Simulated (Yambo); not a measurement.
Yambo run on SiO2 (space group I-42d, No. 122). The wavefunctions come from this Quantum ESPRESSO step (PBEsol, PseudoDojo standard norm-conserving files, scalar-relativistic):

```
&CONTROL
  calculation = 'nscf'
  pseudo_dir = './pseudo'
  outdir = './out'
/
&SYSTEM
  ibrav = 0
  nat = 6
  ntyp = 2
  ecutwfc = 84.0
  ecutrho = 336.0
  occupations = 'fixed'
  force_symmorphic = .true.
  nbnd = 166
/
&ELECTRONS
  conv_thr = 6.000000000000001e-09
  diago_full_acc = .true.
  diago_thr_init = 1e-08
/
ATOMIC_SPECIES
O 15.9990 O.upf
Si 28.0850 Si.upf
CELL_PARAMETERS angstrom
 -2.477290000000   2.477290000000   3.655670000000
  2.477290000000  -2.477290000000   3.655670000000
  2.477290000000   2.477290000000  -3.655670000000
ATOMIC_POSITIONS crystal
O   0.375000000000   0.221790000000   0.346790000000
O   0.778210000000   0.125000000000   0.153210000000
O   0.875000000000   0.028210000000   0.653210000000
O   0.971790000000   0.625000000000   0.846790000000
Si   0.000000000000   0.000000000000   0.000000000000
Si   0.750000000000   0.250000000000   0.500000000000
K_POINTS automatic
4 4 4 0 0 0
```

Yambo input:

```
rim_cut
gw0
dyson
el_el_corr
HF_and_locXC
ppa
em1d
RandQpts= 1000000
RandGvec= 1 Ry
EXXRLvcs= 84 Ry
VXCRLvcs= 336 Ry
Chimod= "HARTREE"
% BndsRnXp
 1 | 165 |
%
NGsBlkXp= 8 Ry
% LongDrXp
 1.0 | 1.0 | 1.0 |
%
PPAPntXp= 27.2114 eV
% GbndRnge
 1 | 165 |
%
GTermKind= "BG"
DysSolver= "n"
ExtendOut
% QPkrange
 1 | 1 | 16 | 17 |
 3 | 3 | 16 | 17 |
 6 | 6 | 16 | 17 |
 8 | 8 | 16 | 17 |
 13 | 13 | 16 | 17 |
%
```

k points by index: 1 = Γ, 3 = X, 6 = N, 8 = P, 13 = Z.

The o-*.qp file then holds:

```
#    K-point    Band    Eo [eV]    E [eV]    E-Eo [eV]    Vxc [eV]    Vnlxc [eV]    Sc|Eo [eV]    Sc|E [eV]    dSc/dw|Eo [eV]    Re(Z)    Im(Z)
#
    1    16    0.000000    -1.976995    -1.976995    -19.56327    -25.59399    3.624528    4.053724    -5.907146    0.821635    -0.997907E-3
    1    17    5.928665    6.938235    1.009570    -9.595542    -5.500375    -2.949110    -3.085597    -3.678525    0.880914    -0.712083E-3
    3    16    -0.344524    -2.329432    -1.984908    -19.58751    -25.65982    3.654878    4.087397    -5.929152    0.821089    -0.001005
    3    17    9.114951    10.50455    1.389601    -10.75742    -6.002488    -3.157145    -3.365333    -4.076552    0.869708    -0.800956E-3
    6    16    -0.141487    -2.137100    -1.995613    -19.37368    -25.43021    3.627625    4.060921    -5.907938    0.821615    -0.001003
    6    17    8.197728    9.703298    1.505570    -11.97890    -6.821840    -3.417129    -3.651495    -4.235671    0.865307    -0.790668E-3
    8    16    -0.447917    -2.479704    -2.031787    -19.33905    -25.46667    3.652013    4.095834    -5.943706    0.820729    -0.001014
    8    17    9.411516    11.15719    1.745674    -12.79032    -7.164485    -3.592025    -3.880166    -4.491308    0.858330    -0.757995E-3
    13    16    -0.327990    -2.318553    -1.990563    -19.47227    -25.52478    3.628761    4.061941    -5.921342    0.821283    -0.001004
    13    17    8.894865    10.27173    1.376867    -10.75091    -6.092217    -3.076538    -3.281825    -4.056921    0.870254    -0.793349E-3
```
(The two width columns are left out.) Convergence of these settings isn't established.

Geometry of the Materials Project entry, not relaxed at this level.

This is not the ordinary phase of the substance; no match was found in the copy of COD used, and its stability was not checked.
